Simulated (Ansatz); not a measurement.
Problem. Each is relaxed and computed with plane-wave PAW PBEsol (Ansatz code). Which is the only one with a gap?
A. TiZnO3, R-3 (Ti on 6c, Zn on 6c, O on 18f)
B. CaZn2Ge2, I4/mmm (Ge on 4e, Ca on 2a, Zn on 4d)
C. Ti5Si, R32 (Ti on 6c, Ti on 9d, Si on 3b)
D. Ti2C, R-3m (Ti on 6c, C on 3b)

Solution. A, TiZnO3, R-3 (Ti on 6c, Zn on 6c, O on 18f). TiZnO3: gap 3.07 eV (indirect); CaZn2Ge2: metal; Ti5Si: metal; Ti2C: metal. Standing as an ambient phase not checked: TiZnO3, R-3 (Ti on 6c, Zn on 6c, O on 18f); CaZn2Ge2, I4/mmm (Ge on 4e, Ca on 2a, Zn on 4d); Ti5Si, R32 (Ti on 6c, Ti on 9d, Si on 3b); Ti2C, R-3m (Ti on 6c, C on 3b). Unstable at this level: CaZn2Ge2, I4/mmm (Ge on 4e, Ca on 2a, Zn on 4d). All cells were relaxed under the symmetry of their starts (and spin orders); stability against distortions was not tested throughout. Rows with no word on spin ran without spin polarisation. Spin–orbit coupling is left out wherever it is not named.

Potentials: the later of the program's two PAW sets.
